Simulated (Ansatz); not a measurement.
An ordered 4-atom cell of Ga2SbP on the zincblende lattice (P-4m2), relaxed with r2SCAN in the PAW code Ansatz. It is tetragonal, P-4m2 (No. 115); a = 4.093 Å, c = 5.803 Å in the conventional setting, 24.30 Å³ an atom. P has 4 Ga at 2.42 Å; Ga has 2 P at 2.42 Å and 2 Sb at 2.60 Å; Sb has 4 Ga at 2.60 Å.

The axes x, y and z are those of this cell:
```xyz
4
Lattice="4.0926 0.0000 0.0000 0.0000 4.0926 0.0000 0.0000 0.0000 5.8035" Properties=species:S:1:pos:R:3 pbc="T T T"
P     0.0000    0.0000    0.0000
Ga    0.0000    2.0463    4.5033
Sb    2.0463    2.0463    2.9017
Ga    2.0463    0.0000    1.3002
```

Unstrained: r2SCAN gives a direct gap of 0.493 eV at Γ. The HSE06 gap is direct at Γ: 0.856 eV. Meshes: r2SCAN 6×6×4, HSE06 4×4×4. Strains are changes of length per length. After each strain the atoms were relaxed again with r2SCAN within the symmetry that the strain leaves, so tilts or polar shifts that break it weren't tested; points keep the names that they have in the unstrained zone. Simulation only: spin-unpolarised, and no claim that this is the phase found in nature.

(1) Apply biaxial -0.71 % in x and y, z held. How far does the gap move, against the unstrained cell?

(2) Estimate what uniaxial -1.44 % along z, other directions held does to the gap.

Answers

(1) r2SCAN: the gap goes from 0.493 to 0.528 eV (+0.035 eV); with r2SCAN the top three valence levels at Γ, grouped 2+1 from the top over 258 meV, become 2+1 over 310 meV. HSE06: the gap goes from 0.856 to 0.891 eV (+0.035 eV). The r2SCAN energy rises by 1.1 meV an atom.

(2) r2SCAN: the gap goes from 0.493 to 0.547 eV (+0.054 eV); with r2SCAN the top three valence levels at Γ, grouped 2+1 from the top over 258 meV, become 2+1 over 171 meV. HSE06: the gap goes from 0.856 to 0.907 eV (+0.051 eV). The r2SCAN energy rises by 1.7 meV an atom.

No spin-orbit coupling is included; it can move band edges with weight on the heavy atoms by tenths of an eV.

The meshes of the hybrids are coarse, so their gaps aren't converged to the digits shown.

The splittings at Γ are without spin-orbit coupling, which regroups them where it is of like size or larger.
